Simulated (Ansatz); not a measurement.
**LaP in the PbO-type structure**

The computed numbers are results of PBEsol, scalar-relativistic (no spin polarisation) in the plane-wave PAW code Ansatz at 420 eV, 6×6×8 k-mesh, Gaussian smearing of 0.05 eV. The datasets are Ansatz's generated set soft_2.

```cif
data_structure
_symmetry_space_group_name_H-M 'P 1'
_symmetry_Int_Tables_number 1
_cell_length_a 5.1514
_cell_length_b 5.1514
_cell_length_c 3.6001
_cell_angle_alpha 90.000
_cell_angle_beta 90.000
_cell_angle_gamma 90.000
_cell_volume 95.53
loop_
_atom_site_label
_atom_site_type_symbol
_atom_site_fract_x
_atom_site_fract_y
_atom_site_fract_z
_atom_site_occupancy
La1 La 0.50000 0.00000 0.36609 1
La2 La 0.00000 0.50000 0.63391 1
P1 P 0.00000 0.00000 0.00000 1
P2 P 0.50000 0.50000 0.00000 1
```

The start was a prototype's sites filled with these elements. The Crystallography Open Database lists the compound in space group Fm-3m (rock salt), so this is a trial structure.

The cell above was scaled in volume, and shape and atoms were relaxed at each volume within its symmetry. Energies are counted from the cell above.

Cell and atoms are those of this level's equilibrium.

```
V (Å³/atom)  ΔE (meV/atom)  P (GPa)
      22.93            7.8      2.6
      23.41            2.0      1.3
      23.88            0.0      0.0
      24.36            1.7     -1.1
      24.84              ?        ?
```

(1) Fill in the withheld row.

(2) What do the points give for the equilibrium volume, the bulk modulus and its pressure derivative (third-order Birch–Murnaghan)?

Answers:

(1) ΔE (meV/atom): 6.5, P (GPa): -2.0.

(2) V0 = 23.89 Å³/atom, B0 = 59 GPa, B0′ = 5.1.

B0·V0 = 59.4 GPa × 23.89 Å³ = 8.85 eV/atom sets the scale: near the minimum ΔE ≈ ½ B0 V0 x², with x = V/V0 − 1, and a pressure of 0.6 GPa squeezes the volume by about 1 %. At the ends of the curve: x = −4.0 % predicts 7.2 meV/atom and the run gives 7.8; x = +4.0 % predicts 7.0 meV/atom and the run gives 6.5. Compression costs more and expansion less than the parabola says, since the crystal stiffens as it shrinks; B0′ measures that.

For elements this heavy, spin–orbit coupling would shift levels and gaps; it isn't included here. The run is a metal.
